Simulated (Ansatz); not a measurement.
# Does relaxation matter for the field gradients of SiC with Pb replacing C?

Start: a supercell of SiC (zinc blende type, F-43m) built from a structure deposited in the COD, with all atoms left at the host's positions.

```cif
data_Si27PbC26
_symmetry_space_group_name_H-M 'F-43m'
_symmetry_Int_Tables_number 216
_cell_length_a 13.0740
_cell_length_b 13.0740
_cell_length_c 13.0740
_cell_angle_alpha 90.000
_cell_angle_beta 90.000
_cell_angle_gamma 90.000
loop_
_atom_site_label
_atom_site_type_symbol
_atom_site_symmetry_multiplicity
_atom_site_Wyckoff_symbol
_atom_site_fract_x
_atom_site_fract_y
_atom_site_fract_z
Si1 Si 16 e 0.4167 0.0833 0.4167
Si3 Si 24 g 0.7500 0.0833 0.7500
Si5 Si 48 h 0.7500 0.9167 0.5833
Si14 Si 4 d 0.7500 0.7500 0.7500
Si18 Si 16 e 0.0833 0.5833 0.9167
Pb Pb 4 a 0.5000 0.0000 0.5000
C29 C 48 h 0.6667 0.0000 0.6667
C32 C 16 e 0.8333 0.8333 0.6667
C36 C 16 e 0.1667 0.6667 0.8333
C42 C 24 f 0.0000 0.6667 0.0000
```

One atom of each set is listed; the run and its k-mesh use a cell of 54 atoms with edges of 9.24, 9.24, 9.24 Å.

Level of theory: DFT, PBE, plane waves and PAW, scalar-relativistic, 420 eV cutoff, Γ-centred 3×3×3 k-points, Fermi–Dirac smearing 0.01 eV, cell charge -2 (Ansatz 0.2.0).

The largest force at the start is 22 eV/Å. Relaxing the ions at fixed cell moves them by 0.453 Å at most (atom 2, Si) and 0.129 Å rms.

```
site  moved (Å)             first shell before    first shell after  V_zz before (10²¹ V/m²)  η before
 Si1      0.453  1 Pb at 1.89 Å, 3 C at 1.89 Å        3 C at 1.85 Å                    -4.28      0.00
 Si3      0.004                  4 C at 1.89 Å   4 C at 1.84–1.89 Å                    -0.13      0.85
 Si5      0.008                  4 C at 1.89 Å   4 C at 1.88–1.89 Å                   -0.062      0.86
Si18      0.001                  4 C at 1.89 Å   4 C at 1.88–1.89 Å                   <0.005         –
  Pb      0.000                 4 Si at 1.89 Å       4 Si at 2.34 Å                     0.00         –
 C29      0.077                 4 Si at 1.89 Å  4 Si at 1.84–1.88 Å                    -0.22      0.46
 C32      0.003                 4 Si at 1.89 Å  4 Si at 1.88–1.89 Å                   -0.022      0.00
 C36      0.012                 4 Si at 1.89 Å  4 Si at 1.88–1.89 Å                   -0.005      0.00
 C42      0.003                 4 Si at 1.89 Å       4 Si at 1.89 Å                    0.022      0.73
```

Problem. How do the gradients change?

Solution. 

```csv
site,V_zz after,η after,change of V_zz
Si1,-1.86,0.00,+2.42
Si3,-1.13,0.39,-1.00
Si5,0.11,0.18,+0.17
Si18,-0.21,0.00,-0.21
Pb,0.00,–,0.00
C29,-1.25,0.68,-1.03
C32,0.13,0.00,+0.15
C36,-0.093,0.00,-0.09
C42,0.052,0.87,+0.03
```

The largest change of V_zz is on Si1, from -4.28 to -1.86. Small gradients that grow severalfold: C29 (-0.22 to -1.25), Si3 (-0.13 to -1.13). In per cent, |V_zz| changes by -57 on Si (all sites that start above 2). Where |V_zz| stays above 0.1 and the axes keep their order, η moves most on Si3, from 0.85 to 0.39. On C29 V_xx and V_yy change places (or their axes turn by over 50°), so the two values of η hide a larger change. V_zz changes sign on Si5 (same axis), C32 (same axis). Other sites without a gradient aren't listed. The electronic state changes along with the positions (a gap opens), so the changes aren't those of geometry alone.

The defect repeats with the cell of 54 atoms, so it feels its images: sites between two images don't show the values beside a lone defect, and zeros or small values of η there can come from the images' arrangement. A uniform background compensates the cell's charge.
Before: The run isn't spin-polarised, and a state with spin may lie lower. The defect cell has no gap above 0.1 eV on its mesh, so the values can hang on the smearing and the k-mesh. Without spin–orbit coupling the gradients at and beside Pb can be off by some per cent, at some sites by more. The cell keeps the host's lattice, where the PBE pressure is 18 GPa (in a charged cell this depends on the convention for the mean potential). The neighbours have not yet relaxed around the defect (largest force 22 eV/Å), so the values at and beside it are those of a strained start, not of the defect in a real crystal.
After: The relaxation keeps the site symmetry -43m of the start, so the impurity can't leave its site; a start off the site could end lower. With a gap of 0.1 eV on this mesh, small gradients can still move by 0.1 × 10²¹ V/m² or more as the k-mesh gets denser. The cell keeps the host's lattice, where the PBE pressure is 10 GPa (in a charged cell this depends on the convention for the mean potential).
